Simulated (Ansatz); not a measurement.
Here is the system:

AlP:
```
AlP
1.0
    3.82091     0.00000     0.00000
   -1.91045     3.30900     0.00000
    0.00000     0.00000     8.63292
Al P
3 3
Direct
  0.00000   0.49982   0.66667
  0.50018   0.50018   0.00000
  0.49982   0.00000   0.33333
  0.00000   0.49989   0.16667
  0.50011   0.50011   0.50000
  0.49989   0.00000   0.83333
```

This is the PBEsol-relaxed structure.

All from PBEsol in the plane-wave PAW code Ansatz, unless another level is named. Predict the band gap.

0.84 eV (indirect).

What about the HSE06 gap on the PBEsol cell?

1.57 eV.

What about the hole effective mass?

0.15, 8.0, 8.0 mₑ (principal values).

Predict the smallest direct gap on the standard path.

1.93 eV.

Predict the conduction-band minimum.

at M (3 equivalent valleys).

Predict the valence-band maximum.

at Γ.

Space group P6_422. The start of the workflow was typed in or built on a structure type; neither database checked (COD, Materials Project) lists it. It is not the phase usual at ambient conditions (space group No. 216). The PBEsol relaxation kept the symmetry of its start; whether a distortion lowers the energy is not shown. Point labels and valley counts follow the cell and symmetry of the run, lower than the named group.

Potentials: the earlier of the program's two PAW sets. The files were generated under PBE; for other functionals the program regenerates the frozen cores, and for LDA and PBEsol the local potential too.
